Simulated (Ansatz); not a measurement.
# C: computed property card

C:
```cif
data_C12
_chemical_formula_sum 'C12'
_space_group_name_H-M_alt 'P41212'
_space_group_IT_number 92
_space_group_name_Hall 'P 4abw 2nw'
_cell_length_a 3.80193
_cell_length_b 3.80193
_cell_length_c 4.68110
_cell_angle_alpha 90.000
_cell_angle_beta 90.000
_cell_angle_gamma 90.000
loop_
_atom_site_label
_atom_site_type_symbol
_atom_site_symmetry_multiplicity
_atom_site_Wyckoff_symbol
_atom_site_fract_x
_atom_site_fract_y
_atom_site_fract_z
_atom_site_occupancy
C1 C 4 a 0.42430 0.42430 0.00000 1
C2 C 8 b 0.12087 0.33332 0.21640 1
```

Space group P4_12_12 (No. 92); conventional cell a = 3.802 Å, b = 3.802 Å, c = 4.681 Å, α = 90.00°, β = 90.00°, γ = 90.00°.

Method: DFT-PBE in the program Ansatz with PAW potentials. The cell and atoms are relaxed at this level. Other levels are named where they apply.

Cell and energy:

- Volume per atom: 5.64 Å³
- Density: 3.54 g/cm³

Electronic structure:

- Band gap = 4.97 eV (indirect)
- Valence-band maximum = on the M–Γ line, 40 % of the way from M
- Conduction-band minimum = at Γ
- Smallest direct gap on the standard path = 5.48 eV
- Electron effective mass = 0.43 mₑ (isotropic)

Mechanics:

- Bulk modulus (Birch–Murnaghan fit): 394 GPa
- Pressure derivative B′: 3.9

The start of the workflow was typed in or built on a structure type; neither database checked (COD, Materials Project) lists it. It is not the phase usual at ambient conditions (space group No. 194, 227). The cell was relaxed with PBE under the symmetry of its start; whether a distortion lowers the energy is not shown. The volume moved by 26 % from the start of the relaxation.

Potentials: the later of the program's two PAW sets.
